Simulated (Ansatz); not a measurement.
Values for one crystal, relaxed and computed with DFT-PBE in the program Ansatz with PAW potentials; other levels are named.

* **Volume per atom**: 20.75 Å³
* **Electronic character**: metallic (no gap)
* **Bulk modulus (Birch–Murnaghan fit)**: 116 GPa
* **Pressure derivative B′**: 4.0
* **Formation energy from the elements (no fitted shifts)**: 0.97 eV/atom
* **Density of states at the Fermi level**: 1.4 states/eV per atom (mean over ±0.08 eV)
* **Gap with spin–orbit coupling**: none (metallic)

Task: Which of these materials gives this?
A) MoPt, rock salt
B) CuAu, L1₀ or tetragonal B2
C) GaBi, rock salt
D) ZrMo, rock salt

Result: D, ZrMo, rock salt

Space group Fm-3m (rock salt). The start of the workflow was typed in or built on a structure type; neither database checked (COD, Materials Project) lists it. Its standing as an ambient phase is unchecked. Symmetry was held in the PBE relaxation; whether a distortion lowers the energy is not shown. No spin polarisation was allowed. Its formation energy is positive at this level, so the cell may be metastable or incomplete. The references are the lowest solids computed at this level, not always the standard phases. Scalar-relativistic: spin–orbit coupling is off unless named, which matters more the heavier the elements.

Potentials: the later of the program's two PAW sets.
